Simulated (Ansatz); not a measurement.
CH in its lowest state found on the top face of a (001) slab of Co (P6_3/mmc (No. 194)), 4 planes, outer planes Co (top) and Co (bottom); 1 a cell of 5.23 Å², its atoms last:

```yaml
crystal:
  lattice:
    - [2.45642, 0.00000, 0.00000]
    - [-1.22821, 2.12732, 0.00000]
    - [0.00000, 0.00000, 26.05412]
  atoms:
    - { symbol: Co, position: [0.66667, 0.33333, 0.32624] }
    - { symbol: Co, position: [0.33333, 0.66667, 0.40242] }
    - { symbol: Co, position: [0.66958, 0.33916, 0.47879] }
    - { symbol: Co, position: [0.33830, 0.67661, 0.55769] }
    - { symbol: C, position: [0.67183, 0.34365, 0.60217] }
    - { symbol: H, position: [0.67225, 0.34450, 0.64448] }
```

All numbers below come from DFT PBEsol, scalar-relativistic, plane waves, PAW (Ansatz). Cutoff 420 eV; k points 12×12×1 on the computed 6-atom cell (Γ-centred); Gaussian smearing, width 0.10 eV; collinear spin from starting moments 1.94 1.89 1.88 1.92 1 0 μB. A dipole correction removes the field between periodic images along c.

The clean top face has a work function of 5.12 eV. Adsorption changes the slab's dipole along +c by Δp = +0.0593 e·Å a cell (+0.28 D an adsorbate).

(1) What change of work function does the Helmholtz equation give?

(2) How does that compare with the calculation?

(3) What does the sign say about the electrons?

Answers

(1) A sheet of dipoles makes a step in an electron's potential energy of −e·Δp/(ε0·A), and e/ε0 = 180.95 eV·Å for Δp in e·Å: −180.95 × (0.0593)/5.23 = -2.05 eV. This is the change of φ(top) − φ(bottom). If the bottom face is unmoved, φ(top) becomes 3.07 eV.

(2) φ(top) changes by -2.07 eV and φ(bottom) by -0.02 eV, so their difference changes by -2.05 eV. The bottom face hardly moves.

(3) The change of dipole points out of the surface, so the work function falls. The molecule's own dipole can set this sign. Δp also holds the adsorbate's own dipole and the moves of the surface atoms, so it isn't a charge transfer alone.

Cost: 4 runs of about 22 core-minutes in all, on Intel Xeon Platinum 8259CL (Skylake/Cascade Lake) (shared hosts).